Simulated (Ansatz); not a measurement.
K2Pt:
```
K2Pt
1.0
    0.00000     3.77386     3.77386
    3.77386     0.00000     3.77386
    3.77386     3.77386     0.00000
K Pt
2 1
Cartesian
  5.66079   5.66079   5.66079
  1.88693   1.88693   1.88693
  0.00000   0.00000   0.00000
```

Relaxed with r²SCAN. Special points in fractions of this cell's reciprocal vectors: Γ (0.000, 0.000, 0.000); X (0.500, 0.000, 0.500); U (0.625, 0.250, 0.625); K (0.375, 0.375, 0.750); L (0.500, 0.500, 0.500); W (0.500, 0.250, 0.750).

Q: List the band energies nearest the valence-band maximum at these points for plane-wave PAW r²SCAN with spin–orbit coupling (Ansatz code).

A: In eV from the valence-band maximum; about four levels below and three above (degenerate sets whole), none deeper than 8.9 eV; points with the same levels are listed once.

```tsv
k	below	above
Γ	-0.13 -0.13 -0.13 -0.13 -0.03 -0.03	2.95 2.95 3.52 3.52 3.52 3.52
X	-0.17 -0.17 0.00 0.00	1.45 1.45 3.58 3.58
U	-0.17 -0.17 -0.06 -0.06	1.96 1.96 2.57 2.57
L	-0.09 -0.09 -0.07 -0.07	1.13 1.13 3.77 3.77
W	-0.11 -0.11 -0.11 -0.11	2.31 2.31 2.64 2.64
```

Space group Fm-3m (fluorite or antifluorite type). The first step of the workflow began from a Materials Project structure, measured or hypothetical; the Crystallography Open Database copy checked does not list it. Whether it is the stable phase at ambient conditions was not checked. The r²SCAN relaxation kept the symmetry of its start; its stability against distortions is not shown here. No spin polarisation was allowed.

Potentials: the later of the program's two PAW sets.
